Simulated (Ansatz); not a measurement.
Ga2W:
```yaml
crystal:
  lattice:
    - [0.00000, 4.17414, 4.36561]
    - [2.48482, 0.00000, 4.36561]
    - [2.48482, 4.17414, 0.00000]
  atoms:
    - { symbol: Ga, position: [0.08401, 0.41599, 0.08401] }
    - { symbol: Ga, position: [0.41599, 0.08401, 0.41599] }
    - { symbol: Ga, position: [0.16599, 0.83401, 0.16599] }
    - { symbol: Ga, position: [0.83401, 0.16599, 0.83401] }
    - { symbol: W, position: [0.75000, 0.75000, 0.75000] }
    - { symbol: W, position: [0.50000, 0.50000, 0.50000] }
```

Relaxed with r²SCAN. Special points in fractions of this cell's reciprocal vectors: Γ (0.000, 0.000, 0.000); Y (0.500, 0.000, 0.500); T (1.000, 0.500, 0.500); Z (0.500, 0.500, 0.000); Σ0 (0.000, 0.420, 0.420); U0 (1.000, 0.580, 0.580); C0 (0.500, 0.242, 0.742); A0 (0.500, 0.758, 0.258); L (0.500, 0.500, 0.500).

Task: List the band energies nearest the Fermi level at these points for plane-wave PAW r²SCAN (Ansatz code).

Result: In eV from the Fermi level; about four levels below and three above (degenerate sets whole), none deeper than 8.9 eV; points with the same levels are listed once.

```
k                     below                above
--  -----------------------  -------------------
Γ   -1.98 -1.92 -0.96 -0.71       0.27 1.65 3.87
Y   -1.86 -1.86 -1.06 -1.06  1.26 1.26 4.36 4.36
T   -1.25 -1.25 -0.78 -0.78  0.89 0.89 2.92 2.92
Z   -1.76 -1.76 -0.59 -0.59  0.95 0.95 4.71 4.71
Σ0  -1.13 -0.88 -0.36 -0.32       0.74 0.78 2.87
C0  -1.65 -1.65 -0.66 -0.66  1.51 1.51 3.45 3.45
L   -1.44 -1.11 -0.62 -0.12       1.27 1.64 2.51
```

Space group Fddd. The start of the workflow was typed in or built on a structure type; neither database checked (COD, Materials Project) lists it. Its standing as an ambient phase is unchecked. Symmetry was held in the r²SCAN relaxation; its stability against distortions is not shown here. The run is not spin-polarised. Scalar-relativistic: spin–orbit coupling is off unless named, which matters more the heavier the elements.

Potentials: the later of the program's two PAW sets.
